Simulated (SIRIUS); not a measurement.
A self-consistent single point of a (001) slab of Sn2SeS (cut from a parent of space group no. 26; 8 atoms in the cell) with SIRIUS.

All values come from this method and carry its errors: LDA (PW92), GBRV LDA ultrasoft pseudopotentials (plane waves; SIRIUS).

The change in words: atom 5 moved by -0.15 angstrom along z. Reference geometry (Pm):
```yaml
crystal:
  lattice:
    - [4.03850, 0.00000, 0.00000]
    - [0.00000, 4.65176, 0.00000]
    - [0.00000, 0.00000, 21.19160]
  atoms:
    - { symbol: Sn, position: [0.00000, 0.10539, 0.42664] }
    - { symbol: Sn, position: [0.00000, 0.89461, 0.69773] }
    - { symbol: Sn, position: [0.50000, 0.35857, 0.29632] }
    - { symbol: Sn, position: [0.50000, 0.64143, 0.56740] }
    - { symbol: Se, position: [0.00000, 0.75679, 0.28313] }
    - { symbol: Se, position: [0.00000, 0.24321, 0.55422] }
    - { symbol: S, position: [0.50000, 0.74453, 0.44578] }
    - { symbol: S, position: [0.50000, 0.25547, 0.71687] }
```

Reference input (self-consistent single point, DFT, LDA (PW92), plane waves, GBRV LDA ultrasoft pseudopotentials): parameters.ngridk = 3 3 1; parameters.xc_functionals = [XC_LDA_X, XC_LDA_C_PW]; parameters.gk_cutoff = 6.325 1/bohr; parameters.pw_cutoff = 14.143 1/bohr; parameters.smearing = gaussian; parameters.smearing_width = 0.00183747 Ha; potentials = GBRV LDA ultrasoft pseudopotentials; parameters.electronic_structure_method = pseudopotential; parameters.num_bands = 48; parameters.num_mag_dims = 0; parameters.num_dft_iter = 100; parameters.energy_tol = 1e-07 Ha. This run's input differs from it in these lines:

```diff
@@ -52,3 +52,3 @@
       "Se": [
-        [0.0, 6.6526021489, 11.3383546683],
+        [0.0, 6.6526021489, 11.0549068143],
         [0.0, 2.1379502486, 22.1944715494]
```

Output, abridged:

```
[find] density tolerance         : 1e-06
[find] total energy tolerance    : 1e-07
[find] iter_solver_tol (initial) : 0.01
[find] iter_solver_tol (target)  : 1e-13
[find] num_dft_iter              : 100
Charges and magnetic moments
--------------------------------------------------------------------------------
total charge          : 80.000000
[find] | SCF iteration   0 out of 100|
[diagonalize] iterative solver tolerance (occupied, empty): 0.01 0.01
[diagonalize] average number of iterations: 2.25
Warning in function "xc_rg_nonmagnetic" at src/potential/xc.cpp:62
Interstitial charge density has negative values
   [... lines left out ...]

[find] Charges and magnetic moments
[find] total charge          : 80.000000
[find] Energy
[find] smearing (-TS)                 :      -0.00000000
[find] Total energy                   :    -385.15518913 (Ha),    -770.31037825 (Ry)
[find] Free energy (E-TS)             :    -385.15518913 (Ha),    -770.31037825 (Ry)
[find] band gap (eV)                  :       0.44125439
[find] Efermi                         :       0.05084039
[find] iteration : 32, RMS (target) : 6.5091e-07 (1.0000e-06) , energy difference (target) : -5.7469e-11 (1.0000e-07)
[find] bands are converged : true
[find] iterative solver converged : false
[find] converged after 33 SCF iterations!
[find] Charges and magnetic moments
[find] total charge          : 80.000000
[find] Energy
[find] smearing (-TS)                 :      -0.00000000
[find] Total energy                   :    -385.15518913 (Ha),    -770.31037825 (Ry)
[find] Free energy (E-TS)             :    -385.15518913 (Ha),    -770.31037825 (Ry)
[find] band gap (eV)                  :       0.44125439
[find] Efermi                         :       0.05084039
[ground_state] === stress tensor components [kbar] ===
[ground_state] === stress_total ===
[ground_state]    31.264349    0.000000    0.000000
[ground_state]     0.000000   40.783860   -0.807470
[ground_state]     0.000000   -0.807470   15.258876
[ground_state] ==== total Forces in Ha/bohr =====
   [... lines left out ...]
[ground_state] atom:    3, force:       0.0000000     -0.0010041      0.0024875
[ground_state] atom:    4, force:       0.0000000     -0.0137776      0.0077612
[ground_state] atom:    5, force:       0.0000000     -0.0038945      0.0002671
[ground_state] atom:    6, force:       0.0000000     -0.0005012     -0.0027633
[ground_state] atom:    7, force:       0.0000000     -0.0164559     -0.0070059
```

The run converged in 33 iterations. SIRIUS prints the stress tensor with tension positive. Against the reference run the free energy rises by 5.9 meV/atom and the largest force hardly changes (1.117 to 1.116 eV/Å).

Forces above 1 eV/Å remain at this geometry. No dipole correction was used; where the two faces of such a cut differ, images can couple through a dipole. The bare cut can leave dangling bonds, and the run has no spin polarisation, so a lower magnetic or reconstructed surface may exist.

Cost on one core: around 2.2 core-minutes (rough).

The gap that the log prints is read on the run's mesh, which can miss the band edges or a crossing.
